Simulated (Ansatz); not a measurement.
A geometry of Nb away from equilibrium: step 2 of the relaxation of a relaxed Nb cell, doubled along one cell vector, shaken by Gaussian noise of σ = 0.08 Å a coordinate. All values below come from r2SCAN (plane waves to 500 eV, PAW, scalar-relativistic; Ansatz, an electronic-structure program). Γ-centred k-mesh 13×7×6 on the run's cell (coarser than for final values), Fermi–Dirac smearing 0.05 eV.

```xyz
4
Lattice="2.8599 -0.0093 -0.0117 -2.8759 4.9727 -0.0006 -0.0214 -0.0129 5.2317" Properties=species:S:1:pos:R:3:forces:R:3 pbc="T T T" free_energy=-18253.182 pressure_GPa=1.1
Nb     0.1583     1.7391     3.8308    0.4113    0.2864    1.4011
Nb    -1.3246     4.2195     3.8580    0.1119    0.2321    1.3160
Nb     1.4745     0.8276     1.3653   -0.3686   -0.1564   -1.4380
Nb    -0.1926     3.3294     1.3680   -0.1547   -0.3622   -1.2790
```

Positions in Å, forces in eV/Å, free energy of the cell in eV (comparable only within this code, potentials and settings). Largest force: 1.49 eV/Å, on Nb1, Nb3 (atoms numbered as listed); the geometry lies 0.34 eV/atom above the end of its relaxation.

No spin polarisation in the result.

The end of the path is a generated cell of Nb: the first start was made by placing the elements on the sites of a structure type, and the end was not matched to a known phase here, so it may be hypothetical. Known forms of Nb include space group No. 229.
